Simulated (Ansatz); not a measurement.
Input:

Relaxed SrO (rock salt):

```
SrO
1.0
    0.00000     2.57997     2.57997
    2.57997     0.00000     2.57997
    2.57997     2.57997     0.00000
O Sr
1 1
Direct
  0.00000   0.00000   0.00000
  0.50000   0.50000   0.50000
```

A phonon eigenvector at Γ is frozen into this cell: atom i moves by Q times the vector below, so Q is the largest atomic displacement, in Å. The cell is held. It is one choice among 3 degenerate patterns.

| atom | x | y | z |
|---|---|---|---|
| O1 | 0.000 | 0.000 | 1.000 |
| Sr2 | 0.000 | 0.000 | -0.183 |

These are r2SCAN (plane waves to 500 eV, PAW, scalar-relativistic; Ansatz, an electronic-structure program) values and carry that method's errors. k mesh 11×11×11 (Γ-centred), Fermi-Dirac smearing 0.05 eV. E stands for the smeared free energy. SrO was relaxed with its symmetry unable to fall. ΔE is measured from the undisplaced structure.

The scan covers Q from -0.280 to 0.280 Å in 13 points.

**Question.** Is this a single well or a double well?

**Answer.** A single well with its minimum at or next to zero displacement.

**Question.** Which space group does the distorted structure have?

**Answer.** I4mm (No. 107), lowered from Fm-3m.

**Question.** Is the energy the same for equal positive and negative displacements?

**Answer.** Even: the same for both signs.

**Question.** What is the energy change at Q = 0.280 Å?

**Answer.** 174.6 meV/cell.

**Question.** What harmonic wavenumber does the curvature at Q = 0 give?

**Answer.** 214 cm⁻¹.

(A displaced cell: forces are minus the slopes of the energy, force constants its curvatures, and phonons follow from these.)
